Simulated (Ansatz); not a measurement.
**Notes on Al2PtSe4**

```yaml
crystal:
  lattice:
    - [0.00000, 5.48187, 0.00000]
    - [5.48187, 0.00000, 0.00000]
    - [2.74094, 2.74094, -5.42907]
  atoms:
    - { symbol: Pt, position: [0.00000, 0.00000, 0.00000] }
    - { symbol: Al, position: [0.75000, 0.25000, 0.50000] }
    - { symbol: Se, position: [0.38000, 0.39000, 0.74000] }
    - { symbol: Se, position: [0.61000, 0.12000, 0.26000] }
    - { symbol: Se, position: [0.88000, 0.87000, 0.74000] }
    - { symbol: Se, position: [0.13000, 0.62000, 0.26000] }
    - { symbol: Al, position: [0.50000, 0.50000, 0.00000] }
```

Level: PBE, no spin polarisation; 420 eV; 7×7×7 Γ-centred mesh; gaussian occupations (width 0.0432 eV); Ansatz 0.2.0, fixed geometry.

- Charges: Bader charges in e: Al +2.11, Pt -0.07, Se -1.04. In the mean Al gives up most and Se takes most.
- Stress: The pressure is 5.9 GPa (compression positive), so with the atoms held at these fractions the cell would first expand.
- Electronic structure: It is a metal, with about 8.2 states/eV a cell as the mean within 0.25 eV of the Fermi level, mostly Se p (54 %) and Pt d (35 %).
- Forces: The largest is on Se3 (and as large on other atoms): 0.76 eV/Å, components (0.51, -0.29, 0.48). It makes 103° with the line to a nearest neighbour, Al7 at 2.37 Å.

Origin: a known structure type with other elements, at an estimated volume, so it need not be a known compound. Caveats: many states at the Fermi level without spin polarisation, so a magnetic state may lie lower.
